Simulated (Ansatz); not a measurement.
## Ir: from a starting cell to a relaxed one

The start is a randomly generated symmetric cell of Ir (space group No. 221). The cell and all atomic positions are relaxed at zero pressure with PBE (plane waves to 420 eV, PAW, scalar-relativistic; Ansatz, a quantum-chemistry and plane-wave program). The first steps use a coarse 9×9×9 k-mesh.

Initial structure:
```
Ir
1.0
    3.70457     0.00000     0.00000
    0.00000     3.70457     0.00000
    0.00000     0.00000     3.70457
Ir
3
Direct
  0.00000   0.50000   0.50000
  0.50000   0.00000   0.50000
  0.50000   0.50000   0.00000
```

Question: How large is the pressure on the unrelaxed cell, and of which sign?

Answer: +6.0 GPa (positive: the cell is compressed).

Question: How much energy is released per atom?

Answer: 0.01 eV/atom.

Question: How does the volume per atom move from start to end?

Answer: +2.3 %, from 16.95 to 17.33 Å³/atom.

Question: How do the shortest distances between atoms change?

Answer: The closest pairs of elements (up to four, under 3.6 Å), start → end: Ir–Ir 2.62 → 2.64 Å.

Question: Is the relaxed structure metallic? Give its gap.

Answer: Zero (metallic).

Question: What does it relax into? Give the structure.

Answer: 
```cif
data_Ir3
_chemical_formula_sum 'Ir3'
_space_group_name_H-M_alt 'Pm-3m'
_space_group_IT_number 221
_space_group_name_Hall '-P 4 2 3'
_cell_length_a 3.73235
_cell_length_b 3.73235
_cell_length_c 3.73235
_cell_angle_alpha 90.000
_cell_angle_beta 90.000
_cell_angle_gamma 90.000
loop_
_atom_site_label
_atom_site_type_symbol
_atom_site_symmetry_multiplicity
_atom_site_Wyckoff_symbol
_atom_site_fract_x
_atom_site_fract_y
_atom_site_fract_z
_atom_site_occupancy
Ir1 Ir 3 c 0.00000 0.50000 0.50000 1
```

The space group stays Pm-3m (No. 221) (the run could not lower it), with 3 atoms in the primitive cell. Final values are on a 13×13×13 k-mesh of the relaxed cell. No spin polarisation in the result.

The run could not lower the symmetry of its start; a shaken copy of this end point relaxes with PBE to R32 (No. 155), 0.06 eV/atom lower.

The relaxed structure here is a generated cell of Ir: the first start was made by a random draw of sites in a space group, and the end was not matched to a known phase here, so it may be hypothetical. Known forms of Ir include space group No. 225.
